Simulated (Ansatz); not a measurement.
Starting cell, ZnO (wurtzite):

```
ZnO
1.0
    3.23518     0.00000     0.00000
   -1.61759     2.80175     0.00000
    0.00000     0.00000     5.21141
Zn O
2 2
Direct
  0.66667   0.33333   0.00241
  0.33333   0.66667   0.50241
  0.66667   0.33333   0.62279
  0.33333   0.66667   0.12279
```

The atoms are displaced by Q × the pattern below (from a DFPT mode at Γ, largest move 1; Q in Å), at fixed cell. It is one choice among 2 degenerate patterns.

| atom | x | y | z |
|---|---|---|---|
| Zn1 | 0.000 | 0.245 | 0.000 |
| Zn2 | 0.000 | 0.245 | 0.000 |
| O3 | 0.000 | -1.000 | 0.000 |
| O4 | 0.000 | -1.000 | 0.000 |

All values below come from r2SCAN (plane waves to 500 eV, PAW, scalar-relativistic; Ansatz, a quantum-chemistry and plane-wave program). k mesh 12×12×7 (Γ-centred), Fermi-Dirac smearing 0.05 eV. E stands for the smeared free energy. Stress and pressure are positive under compression. ZnO was relaxed with its symmetry unable to fall. The zero of ΔE is the undisplaced structure.

```csv
Q (Å),ΔE (meV/cell),−dE/dQ from forces (eV/Å),P (GPa)
-0.280,1094,9.224,11.3
-0.233,718,6.947,7.6
-0.187,439,5.094,4.8
-0.140,238,3.560,2.6
-0.093,103,2.254,1.2
-0.047,25,1.093,0.3
0.000,0,0.000,0.0
0.047,25,-1.093,0.3
0.093,103,-2.254,1.2
0.140,238,-3.560,2.6
0.187,439,-5.094,4.8
0.233,718,-6.947,7.6
0.280,1094,-9.224,11.3
```

Summary:

```
Property                                                                                                             Result
-----------------------------------------------------------  --------------------------------------------------------------
Energy at Q = 0.280 Å                                                                                         1094 meV/cell
Space group of the distorted cell                                                           Cm (No. 8), lowered from P6_3mc
Symmetry of the curve                                                                         even: the same for both signs
Shape of the curve                                           a single well with its minimum at or next to zero displacement
Harmonic wavenumber from the curvature (finite differences)                                                        398 cm⁻¹
Wavenumber by perturbation theory (DFPT, on another k mesh)                                                        398 cm⁻¹
```

The 13 points together took roughly 17 core-minutes.

(A displaced cell: forces are minus the slopes of the energy, force constants its curvatures, and phonons follow from these.)
